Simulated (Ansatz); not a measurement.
How much do the gradients of Ba₂RuN₃ depend on the method?

Cell: a Materials Project structure (computed, not necessarily an observed phase), taken as it stands.

Space group Cmce (No. 64); a = 5.9978, b = 11.9331, c = 13.1372 Å.

| site | Wyckoff | site symmetry | x | y | z |
| --- | --- | --- | --- | --- | --- |
| Ba1 | 8f | m.. | 0.0000 | 0.5637 | 0.8629 |
| Ba5 | 8f | m.. | 0.0000 | 0.3605 | 0.5806 |
| Ru | 8f | m.. | 0.0000 | 0.7388 | 0.6646 |
| N13 | 8e | .2. | 0.2500 | 0.7610 | 0.7500 |
| N15 | 8f | m.. | 0.0000 | 0.5833 | 0.6293 |
| N19 | 8f | m.. | 0.0000 | 0.6618 | 0.0520 |

One atom of each set is listed; the run and its k-mesh use a cell of 24 atoms with edges of 6.68, 6.68, 13.14 Å.

First run. Method: Kohn–Sham DFT in Ansatz, PBE, plane waves and PAW, scalar-relativistic, collinear spin, 420 eV cutoff, Γ-centred 6×6×3 k-points, Fermi–Dirac smearing 0.05 eV. Start moments as typed (μB): 2 on each Ru, none on the rest.

| site | V_zz (10²¹ V/m²) | η | m (μB) |
| --- | --- | --- | --- |
| Ba1 | 7.07 | 0.41 | 0.00 |
| Ba5 | -3.53 | 0.49 | 0.00 |
| Ru | -6.03 | 0.74 | 0.00 |
| N13 | 1.41 | 0.22 | 0.00 |
| N15 | -2.26 | 0.59 | 0.00 |
| N19 | 1.83 | 0.78 | 0.00 |

Second run. The same atoms and settings, except that the functional is r2SCAN and the cutoff is 500 eV.

Question: Given the first result, estimate the second.

Answer: 

```
site   V_zz     η  change of V_zz  m (μB)
 Ba1   7.19  0.45           +0.12    0.01
 Ba5  -4.23  0.33           -0.70    0.00
  Ru  -6.07  0.73           -0.04    0.26
 N13   1.58  0.26           +0.17    0.01
 N15  -2.17  0.84           +0.09    0.11
 N19   2.02  0.51           +0.19    0.05
```

The largest change of V_zz is on Ba5, from -3.53 to -4.23. In per cent, |V_zz| changes by +2 to +20 on Ba, +1 on Ru, -4 on N (all sites that start above 2). Where |V_zz| stays above 0.1, η moves most on N19, from 0.78 to 0.51. The absolute magnetisation of the cell goes from 0.0 to 2.8 μB.

With no gap above 0.1 eV, as in a metal, the gradients converge slowly in k; expect changes of a tenth or more on a denser mesh. Without spin–orbit coupling (the program notes it for Ba and Ru) the gradients can shift somewhat, as the gap is small. With these PAW files V_zz is typically within 2 to 3 % of all-electron values, but misses above 10 % occur on Ru.
For the first run: The largest force is 0.3 eV/Å, so the atoms aren't at the calculated equilibrium and relaxing them would move these values. Semilocal functionals make gaps too small and can close them, so the real compound need not be a metal. The start moments die out, and the run ends without spin.
For the second run: The largest force is 0.6 eV/Å, so the atoms aren't at the calculated equilibrium and relaxing them would move these values. The program didn't check the stability of this electronic state in full, so a lower one may lie near. Semilocal functionals can leave a metal where correlation in the d or f shell opens a gap in the real compound, and that would change the values at and beside Ru. The run lost most of its start moments on Ru; a state with other moments may lie lower. The magnetic order is the one that the run reached from its start moments, not necessarily the measured one (the real compound may not order at all).
